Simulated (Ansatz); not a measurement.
Mg:
```yaml
crystal:
  lattice:
    - [5.07088, 0.00000, 0.00000]
    - [-2.53544, 4.39152, 0.00000]
    - [0.00000, 0.00000, 3.07546]
  atoms:
    - { symbol: Mg, position: [0.00000, 0.00000, 0.00000] }
    - { symbol: Mg, position: [0.33333, 0.66667, 0.50000] }
    - { symbol: Mg, position: [0.66667, 0.33333, 0.50000] }
```

Relaxed with r²SCAN. Special points in fractions of this cell's reciprocal vectors: Γ (0.000, 0.000, 0.000); M (0.500, 0.000, 0.000); K (0.333, 0.333, 0.000); A (0.000, 0.000, 0.500); L (0.500, 0.000, 0.500); H (0.333, 0.333, 0.500).

### Question
List the band energies nearest the Fermi level at these points for r²SCAN in the plane-wave PAW code Ansatz.

### Answer
In eV from the Fermi level; about four levels below and three above (degenerate sets whole), none deeper than 8.9 eV; points with the same levels are listed once.

| k | below | above |
|---|---|---|
| Γ | -7.50 | 0.09 0.09 0.15 0.15 |
| M | -5.43 -5.43 -1.80 -0.97 | 5.85 5.96 6.77 |
| K | -4.76 -4.76 -4.75 | 3.11 3.22 3.22 |
| A | -3.42 -3.26 | 3.72 3.72 3.76 3.76 |
| L | -1.71 -1.53 -1.12 -1.02 | 1.86 2.41 3.14 |
| H | -0.88 -0.88 -0.48 -0.48 | 0.04 6.09 6.84 6.84 |

Space group P6/mmm. A made-up cell: these elements were put on the sites of a structure type; the Crystallography Open Database copy checked does not list it. It is not the phase usual at ambient conditions (space group No. 194). Symmetry was held in the r²SCAN relaxation; whether a distortion lowers the energy is not shown.

Potentials: the later of the program's two PAW sets.
